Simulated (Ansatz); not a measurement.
Consider the following.

CdS:
```
CdS
1.0
    4.16359     0.00000     0.00000
   -2.08179     3.60577     0.00000
    0.00000     0.00000     6.76711
Cd S
2 2
Direct
  0.66667   0.33333   0.00099
  0.33333   0.66667   0.50099
  0.66667   0.33333   0.62421
  0.33333   0.66667   0.12421
```

This is the r²SCAN-relaxed structure.

Question: All from r²SCAN in the plane-wave PAW code Ansatz, unless another level is named. Give the band gap.

Answer: 1.63 eV (direct).

Question: And the formation energy from the elements (no fitted shifts)?

Answer: -0.81 eV/atom.

Question: And the electron effective mass?

Answer: 0.15, 0.16, 0.16 mₑ (principal values).

Question: Next, the HSE06 gap on the r²SCAN cell?

Answer: 2.19 eV.

Space group P6_3mc (wurtzite). The cell was relaxed with r²SCAN under the symmetry of its start. The references are the lowest solids computed at this level, not always the standard phases. Scalar-relativistic: spin–orbit coupling is off unless named, which matters more the heavier the elements.

Potentials: the later of the program's two PAW sets.
